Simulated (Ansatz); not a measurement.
Map of one atom of the cell for MgS (rock salt)

Starting cell, MgS (rock salt):

```
CELL_PARAMETERS angstrom
      0.00000     2.61485     2.61485
      2.61485     0.00000     2.61485
      2.61485     2.61485     0.00000
ATOMIC_POSITIONS crystal
  S  0.00000 0.00000 0.00000
  Mg 0.50000 0.50000 0.50000
```

In this cell atom 2 (Mg, nearest neighbour S at 2.615 Å; its periodic images, 3.7 Å or more away, move with it) is moved by u·(1.000, 0.000, 0.000) + v·(0.000, 0.000, 1.000); the rest is frozen.

The numbers are results of PBE (plane waves to 420 eV, PAW, scalar-relativistic; Ansatz, a program for electronic structure), not measurements. k mesh 9×9×9 (Γ-centred), Fermi-Dirac smearing 0.05 eV. Energies are smeared free energies. Stress and pressure are positive under compression. MgS was relaxed with its symmetry unable to fall. The zero of ΔE is the undisplaced structure. Axes are in Å.

ΔE (eV/cell), with u across and v down:

```
v \ u   -0.390  -0.260  -0.130  0.000  0.130  0.260  0.390
------  ------  ------  ------  -----  -----  -----  -----
-0.390   0.475   0.351   0.304  0.293  0.304  0.351  0.475
-0.260   0.351   0.191   0.123  0.105  0.123  0.191  0.351
-0.130   0.304   0.123   0.044  0.023  0.044  0.123  0.304
0.000    0.293   0.105   0.023  0.000  0.023  0.105  0.293
0.130    0.304   0.123   0.044  0.023  0.044  0.123  0.304
0.260    0.351   0.191   0.123  0.105  0.123  0.191  0.351
0.390    0.475   0.351   0.304  0.293  0.304  0.351  0.475
```

P (GPa), with u across and v down:

```csv
v \ u,-0.390,-0.260,-0.130,0.000,0.130,0.260,0.390
-0.390,9.5,7.1,5.9,5.5,5.9,7.1,9.5
-0.260,7.1,4.3,2.7,2.3,2.7,4.3,7.1
-0.130,5.9,2.7,1.1,0.5,1.1,2.7,5.9
0.000,5.5,2.3,0.5,0.0,0.5,2.3,5.5
0.130,5.9,2.7,1.1,0.5,1.1,2.7,5.9
0.260,7.1,4.3,2.7,2.3,2.7,4.3,7.1
0.390,9.5,7.1,5.9,5.5,5.9,7.1,9.5
```

Read from the data:

- Principal force constants in the plane (five-point differences of the forces) = 2.5 eV/Å², isotropic
- Centre of the map = a minimum
- Lowest place on the grid = u = 0.000 Å, v = 0.000 Å (0 meV/cell)
- Highest place on the grid, met at several equal points = u = -0.390 Å, v = -0.390 Å; u = 0.390 Å, v = -0.390 Å; u = -0.390 Å, v = 0.390 Å; u = 0.390 Å, v = 0.390 Å (475 meV/cell)

(A displaced cell: forces are minus the slopes of the energy, force constants its curvatures, and phonons follow from these.)
